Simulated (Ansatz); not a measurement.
Input and command of a plane-wave DFT calculation in Ansatz:

```yaml
crystal:
  lattice:
    - [3.73738149, 0.0, 0.0]
    - [-1.868690745, 3.236667314, 0.0]
    - [0.0, 0.0, 4.0353786853]
  atoms:
    - { symbol: Ru, position: [0.3333333333, 0.6666666667, 0.5], spin: 1.0 }
    - { symbol: Ru, position: [0.6666666667, 0.3333333333, 0.5], spin: 1.0 }
    - { symbol: Se, position: [0.0, 0.0, 0.0] }
basis:
  ecutwfc: 420
kpoints:
  mp_grid: { grid: [6, 6, 4] }
hamiltonian:
  xc: pbe
scf:
  occupations: { method: gaussian, width: 0.1 }
  lower_state_search: "off"
output:
  forces: true
  stress: true
  eigenvalues: true
  populations: true
magnetization:
  spin_polarized: true
```

```bash
ansatz run input.yaml --threads 1 --pin off --max-ram 2560MiB --backend cpu --events-out ev --progress --plain --runs-dir out
```

Processor: Arm Neoverse V2, 1 thread, on a host shared with other jobs.

Q: Estimate time, memory and problem size.

A: About 7.3 s on 1 thread of Arm Neoverse V2, with other jobs on the host, peak memory 0.33 GiB. It solves 30 bands at 21 k points (the mesh reduced by the symmetry that the task leaves, which can be less than the crystal's) with about 949 plane waves, in 16 SCF iterations.
